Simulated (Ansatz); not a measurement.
Relaxed candidate structures of BP:

A. P4₂/mmc (No. 131), tP4; a = b = 3.004 Å, c = 5.252 Å, α = β = γ = 90.00°; B 2d (0.500, 0.000, 0.000); P 2f (0.500, 0.500, 0.250)

B. P6₃/mmc (No. 194), hP12, AFLOW prototype AB_hP12_194_af_bf (as in MoC); a = b = 3.0907 Å, c = 15.0155 Å, α = β = 90.00°, γ = 120.00°; P 2b (0.000, 0.000, 0.250); P 4f (0.667, 0.333, 0.079); B 2a (0.000, 0.000, 0.000); B 4f (0.333, 0.667, 0.176)

C. P2 (No. 3), mP8; a = 5.0885 Å, b = 3.3129 Å, c = 5.7725 Å, α = γ = 90.00°, β = 94.99°; B 1b (0.000, 0.012, 0.500); B 1a (0.000, 0.021, 0.000); B 2e (0.462, 0.342, 0.345); P 2e (0.187, 0.292, 0.756); P 2e (0.246, 0.837, 0.273)

D. C2/m (No. 12), mS8; a = 4.6479 Å, b = 4.3106 Å, c = 6.0146 Å, α = γ = 90.00°, β = 91.11°; B 4g (0.000, 0.211, 0.000); P 4i (0.207, 0.500, 0.211)

Q: Put the candidates in order of energy per atom, lowest first, for r2SCAN (plane waves to 500 eV, PAW, scalar-relativistic; Ansatz, an electronic-structure program).

A: C (reference), D (+0.14 eV/atom), A (+0.43 eV/atom), B (+0.58 eV/atom)

The lowest structure calculated, F-43m, cF8, zinc blende type, is not among these; it lies 0.67 eV/atom below the lowest of them. Probably no minimum, since a slightly shaken restart fell lower: P4₂/mmc, tP4 (by 0.43 eV/atom, to P2).  4 generated cells of layers, chains or molecules, poorly bound without dispersion, are left out. Each run could gain symmetry but not lose that of its start, so entries can be saddle points. All of these are generated cells (placed on structure types, drawn at random, substituted or restacked) that were not matched to a known phase here. Energies are at zero temperature and pressure, without zero-point motion. Each cell has its own k-point mesh; energy differences are given only to the digits this allows. No spin polarisation in the result.
